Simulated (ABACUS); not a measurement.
Band structure of Ge (Fd-3m, 2 atoms in the cell; from Materials Project mp-32).

```
CELL_PARAMETERS angstrom
      0.00000     2.83743     2.83743
      2.83743     0.00000     2.83743
      2.83743     2.83743     0.00000
ATOMIC_POSITIONS crystal
  Ge 0.50000 0.50000 0.50000
  Ge 0.75000 0.75000 0.75000
```

All values come from this method and carry its errors: PBE, PseudoDojo 0.5 standard norm-conserving PBE (tails mended) pseudopotentials (plane waves; ABACUS 3.10.1).

Settings: KPT = Gamma 9 9 9 0.5 0.5 0.5; basis_type = pw; ecutwfc = 78 Ry; smearing_method = gaussian; smearing_sigma = 0.00734986 Ry; potentials = PseudoDojo 0.5 standard norm-conserving PBE (tails mended); symmetry = 1; nbands = 26; ks_solver = dav; scf_nmax = 100; scf_thr = 1.0e-09 Ry; mixing_type = broyden; mixing_beta = 0.7.

The structure comes from a collection of computed structures, made at another level of theory; the collection holds predicted forms beside known ones.

Points are given in units of this cell's reciprocal vectors. Levels in eV from the Fermi level, bands 11 to 18:
```tsv
point	11	12	13	14	15	16	17	18
Γ (0 0 0)	-12.76	-0.11	-0.06	-0.06	-0.06	2.49	2.49	2.49
X (0.5 0 0.5)	-8.91	-8.91	-3.10	-3.10	0.70	0.70	9.38	9.38
W (0.5 0.25 0.75)	-8.82	-8.82	-3.92	-3.92	4.23	4.23	4.65	4.65
K (0.375 0.375 0.75)	-9.38	-8.33	-4.35	-2.67	1.10	4.01	7.10	7.28
L (0.5 0.5 0.5)	-10.70	-7.62	-1.45	-1.45	0.09	3.68	3.68	7.08
U (0.625 0.25 0.625)	-9.38	-8.33	-4.35	-2.67	1.10	4.01	7.10	7.28
```

The Fermi level comes from the SCF mesh, which can miss band crossings, so its place against them is uncertain.

“Tails mended”: in these copies of the files the far tail of each local potential was reset to the Coulomb form.
